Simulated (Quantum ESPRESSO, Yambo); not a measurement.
# G0W0 results for KSO$_{2}$F

```xyz
10
Lattice="4.7090 0.0000 0.0000 0.0000 5.8160 0.0000 -2.2509 0.0000 6.7878" Properties=species:S:1:pos:R:3 pbc="T T T"
O      0.0168     3.1394     4.7000
O      2.4414     2.6766     2.0878
O      2.4414     0.2314     2.0878
O      0.0168     5.5846     4.7000
F      0.6362     1.4540     0.7944
F      1.8219     4.3620     5.9934
S      0.0457     4.3620     5.5346
S      2.4125     1.4540     1.2532
K      0.0855     4.3620     1.9641
K      2.3727     1.4540     4.8237
```

The geometry is that of Materials Project entry mp-6560, symmetrised and not relaxed again.

Starting point: LDA (Quantum ESPRESSO, PseudoDojo norm-conserving, 84 Ry, scalar-relativistic). G0W0 in Yambo: 2×2×2 Γ-centred k mesh, 269 bands and a 7 Ry block in the screening, 269 bands in G with the Bruneval-Gonze terminator, plasmon pole fitted at 27.2 eV.

```json
{
 "LDA gap along the band path": "3.91 eV",
 "LDA gap between the mesh's edge points ((-0.5, 0, -0.5) → (-0.5, 0, 0))": "3.92 eV",
 "G0W0 gap between the same points": "7.46 eV",
 "LDA smallest direct gap on the mesh (at (-0.5, 0, -0.5))": "3.93 eV",
 "G0W0 direct gap at that point": "7.48 eV"
}
```

```json
[
 {"k point": "Γ", "band": "VB", "E LDA (eV)": "-0.40", "E QP (eV)": "-2.12", "shift (eV)": "-1.71", "Z": "0.82"},
 {"k point": "Γ", "band": "CB", "E LDA (eV)": "5.02", "E QP (eV)": "7.07", "shift (eV)": "2.05", "Z": "0.82"},
 {"k point": "(0, 0, -0.5)", "band": "VB", "E LDA (eV)": "-0.30", "E QP (eV)": "-1.98", "shift (eV)": "-1.68", "Z": "0.82"},
 {"k point": "(0, 0, -0.5)", "band": "CB", "E LDA (eV)": "4.99", "E QP (eV)": "7.00", "shift (eV)": "2.01", "Z": "0.83"},
 {"k point": "(0, -0.5, -0.5)", "band": "VB", "E LDA (eV)": "-0.39", "E QP (eV)": "-2.09", "shift (eV)": "-1.70", "Z": "0.82"},
 {"k point": "(0, -0.5, -0.5)", "band": "CB", "E LDA (eV)": "5.05", "E QP (eV)": "7.12", "shift (eV)": "2.06", "Z": "0.82"},
 {"k point": "(-0.5, 0, 0)", "band": "VB", "E LDA (eV)": "-0.04", "E QP (eV)": "-1.74", "shift (eV)": "-1.69", "Z": "0.82"},
 {"k point": "(-0.5, 0, 0)", "band": "CB", "E LDA (eV)": "3.92", "E QP (eV)": "5.80", "shift (eV)": "1.88", "Z": "0.83"},
 {"k point": "(-0.5, 0, -0.5)", "band": "VB", "E LDA (eV)": "0.00", "E QP (eV)": "-1.67", "shift (eV)": "-1.67", "Z": "0.82"},
 {"k point": "(-0.5, 0, -0.5)", "band": "CB", "E LDA (eV)": "3.93", "E QP (eV)": "5.81", "shift (eV)": "1.88", "Z": "0.83"},
 {"k point": "(-0.5, -0.5, 0)", "band": "VB", "E LDA (eV)": "-0.04", "E QP (eV)": "-1.73", "shift (eV)": "-1.69", "Z": "0.82"},
 {"k point": "(-0.5, -0.5, 0)", "band": "CB", "E LDA (eV)": "4.05", "E QP (eV)": "5.95", "shift (eV)": "1.91", "Z": "0.83"},
 {"k point": "(-0.5, -0.5, -0.5)", "band": "VB", "E LDA (eV)": "-0.03", "E QP (eV)": "-1.72", "shift (eV)": "-1.69", "Z": "0.82"},
 {"k point": "(-0.5, -0.5, -0.5)", "band": "CB", "E LDA (eV)": "4.01", "E QP (eV)": "5.90", "shift (eV)": "1.90", "Z": "0.83"}
]
```

Energies count from the LDA valence-band maximum.

Nearest settings tried, and what they do to the gap: 175 bands in G: +11 meV; 128 bands in W: +72 meV; 3 Ry block (111 vectors against 385): +80 meV. Not varied: mesh. So the settings aren't converged at that level. The k mesh is coarse.
